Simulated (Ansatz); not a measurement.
Sr2HN:
```xyz
4
Lattice="1.8831 1.0872 6.2433 -1.8831 1.0872 6.2433 0.0000 -2.1744 6.2433" Properties=species:S:1:pos:R:3 pbc="T T T"
Sr     0.0000     0.0000    14.2527
Sr     0.0000     0.0000     4.4772
H      0.0000     0.0000     0.0000
N      0.0000     0.0000     9.3649
```

Relaxed with PBEsol.

Task: Give the Bader charges and basin volumes of the independent atoms, plane-wave PAW PBEsol (Ansatz code).

Result: 

```csv
atom,Bader charge (e),Bader volume (Å³)
Sr1,+1.32,20.2
H3,-0.76,16.0
N4,-1.87,20.3
```

Space group R-3m. The workflow started from a Materials Project entry (that database holds measured and hypothetical structures alike); the Crystallography Open Database copy checked does not list it. Its standing as an ambient phase is unchecked. Symmetry was held in the PBEsol relaxation; its stability against distortions is not shown here.

Potentials: the later of the program's two PAW sets.
